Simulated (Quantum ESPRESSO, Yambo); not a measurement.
SiO2 (α-quartz, space group P3_221, No. 154). The geometry is that of Materials Project entry mp-6930, symmetrised and not relaxed again. Chain: LDA (Quantum ESPRESSO, PseudoDojo norm-conserving, 84 Ry, scalar-relativistic); G0W0 in Yambo (3×3×4 Γ-centred k mesh, 213 bands and a 8 Ry block in the screening, 213 bands in G with the Bruneval-Gonze terminator, plasmon pole fitted at 27.2 eV); BSE (6×6×6 mesh, 12 valence and 5 conduction bands, static screening with 66 bands and a 3 Ry block, scissor 3.14 eV, Tamm-Dancoff).

```yaml
LDA gap (dense path): 5.76 eV
LDA gap K → Γ on the GW mesh: 5.76 eV
LDA smallest direct gap on the GW mesh, at Γ: 6.07 eV
G0W0 direct gap at that point: 9.21 eV
G0W0 correction to the gap K → Γ: 3.10 eV
direct gap on the BSE mesh, with the scissor: 9.21 eV
first BSE state allowed for light along x: 8.15 eV
lowest BSE state: 8.15 eV
binding_of_the_lowest_exciton: 1.06 eV
RPA electronic dielectric constant along x: 2.41 (6×6×4 mesh, LDA bands)
```

Rough cost of the Yambo steps against G0W0 for 8 states: BSE within a factor of two, one RPA spectrum about 1/20.

Nearest settings tried, and what they do to the gap: 80 bands in W, 80 bands in G: +92 meV. Not varied: block, mesh. So the settings aren't converged at that level. The BSE states are vertical excitations (zero momentum); the indirect quasiparticle gap, about 8.86 eV, is smaller than the direct one (9.21 eV on the GW mesh). Convergence of the RPA response with its 6×6×4 mesh was not tested. On a 3×3×4 mesh the exciton binding is 1.20 eV, so it isn't converged. Axes are Cartesian, with cell vectors (Å) (4.92, 0.00, 0.00), (-2.46, 4.26, 0.00), (0.00, 0.00, 5.43).
